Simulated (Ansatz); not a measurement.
**LiH with an H vacancy: gradients before and after relaxing the atoms**

Start: a supercell of LiH (rock salt type, Fm-3m) built from a Materials Project structure (computed, not necessarily an observed phase), with all atoms left at the host's positions.

```cif
data_structure
_symmetry_space_group_name_H-M 'P 1'
_symmetry_Int_Tables_number 1
_cell_length_a 8.5219
_cell_length_b 8.5219
_cell_length_c 8.5219
_cell_angle_alpha 60.000
_cell_angle_beta 60.000
_cell_angle_gamma 60.000
_cell_volume 437.61
loop_
_atom_site_label
_atom_site_type_symbol
_atom_site_fract_x
_atom_site_fract_y
_atom_site_fract_z
_atom_site_occupancy
Li1 Li 0.00000 0.00000 0.00000 1
Li2 Li 0.00000 0.00000 0.33333 1
Li3 Li 0.00000 0.00000 0.66667 1
Li4 Li 0.00000 0.33333 0.00000 1
Li5 Li 0.00000 0.33333 0.33333 1
Li6 Li 0.00000 0.33333 0.66667 1
Li7 Li 0.00000 0.66667 0.00000 1
Li8 Li 0.00000 0.66667 0.33333 1
Li9 Li 0.00000 0.66667 0.66667 1
Li10 Li 0.33333 0.00000 0.00000 1
Li11 Li 0.33333 0.00000 0.33333 1
Li12 Li 0.33333 0.00000 0.66667 1
Li13 Li 0.33333 0.33333 0.00000 1
Li14 Li 0.33333 0.33333 0.33333 1
Li15 Li 0.33333 0.33333 0.66667 1
Li16 Li 0.33333 0.66667 0.00000 1
Li17 Li 0.33333 0.66667 0.33333 1
Li18 Li 0.33333 0.66667 0.66667 1
Li19 Li 0.66667 0.00000 0.00000 1
Li20 Li 0.66667 0.00000 0.33333 1
Li21 Li 0.66667 0.00000 0.66667 1
Li22 Li 0.66667 0.33333 0.00000 1
Li23 Li 0.66667 0.33333 0.33333 1
Li24 Li 0.66667 0.33333 0.66667 1
Li25 Li 0.66667 0.66667 0.00000 1
Li26 Li 0.66667 0.66667 0.33333 1
Li27 Li 0.66667 0.66667 0.66667 1
H28 H 0.16667 0.16667 0.50000 1
H29 H 0.16667 0.16667 0.83333 1
H30 H 0.16667 0.50000 0.16667 1
H31 H 0.16667 0.50000 0.50000 1
H32 H 0.16667 0.50000 0.83333 1
H33 H 0.16667 0.83333 0.16667 1
H34 H 0.16667 0.83333 0.50000 1
H35 H 0.16667 0.83333 0.83333 1
H36 H 0.50000 0.16667 0.16667 1
H37 H 0.50000 0.16667 0.50000 1
H38 H 0.50000 0.16667 0.83333 1
H39 H 0.50000 0.50000 0.16667 1
H40 H 0.50000 0.50000 0.50000 1
H41 H 0.50000 0.50000 0.83333 1
H42 H 0.50000 0.83333 0.16667 1
H43 H 0.50000 0.83333 0.50000 1
H44 H 0.50000 0.83333 0.83333 1
H45 H 0.83333 0.16667 0.16667 1
H46 H 0.83333 0.16667 0.50000 1
H47 H 0.83333 0.16667 0.83333 1
H48 H 0.83333 0.50000 0.16667 1
H49 H 0.83333 0.50000 0.50000 1
H50 H 0.83333 0.50000 0.83333 1
H51 H 0.83333 0.83333 0.16667 1
H52 H 0.83333 0.83333 0.50000 1
H53 H 0.83333 0.83333 0.83333 1
```

Atom numbers follow the list; atoms alike are taken as one site, whose name carries the number of the first.

Computed with Ansatz: DFT, PBE, plane waves and PAW, scalar-relativistic, collinear spin, 420 eV cutoff, Γ-centred 3×3×3 k-points, Fermi–Dirac smearing 0.01 eV. Start moments as typed (μB): 0 0.5 0 0.5 0.5 0 0 0 0 0.5 0.5 0 0.5 0 0 0 0 0 0 0 0 0 0 0 0 0 0 0 0 0 0 0 0 0 0 0 0 0 0 0 0 0 0 0 0 0 0 0 0 0 0 0 0 by atom.

The largest force at the start is 0.24 eV/Å. Relaxing the ions at fixed cell moves them by 0.055 Å at most (atom 13, Li) and 0.019 Å rms.

| site | atom | moved (Å) | first shell before | first shell after | V_zz before (10²¹ V/m²) | η before |
| --- | --- | --- | --- | --- | --- | --- |
| Li2 | 2 | 0.055 | 5 H at 2.01 Å | 5 H at 1.96–2.01 Å | 0.021 | 0.00 |
| H28 | 28 | 0.003 | 6 Li at 2.01 Å | 6 Li at 2.00–2.01 Å | -0.015 | 0.04 |
| H41 | 41 | 0.002 | 6 Li at 2.01 Å | 6 Li at 1.96–2.01 Å | <0.005 | – |

Problem. What are V_zz and η after the relaxation?

Solution. 

```
site  atom  V_zz after  η after  change of V_zz
 Li2     2       0.006     0.00           -0.02
 H28    28      -0.029     0.19           -0.01
 H41    41       0.024     0.00           +0.02
```

No V_zz moves by more than 0.03. Sites with |V_zz| of 0.02 or less aren't listed.

The defect repeats with the cell of 53 atoms, so it feels its images: sites between two images don't show the values beside a lone defect, and zeros or small values of η there can come from the images' arrangement.
Before: The neighbours have not yet relaxed around the defect (largest force 0.24 eV/Å), so a real crystal will differ.
After: The relaxation keeps the symmetry of the vacancy's site, so distortions that break it, Jahn–Teller ones too, aren't explored.
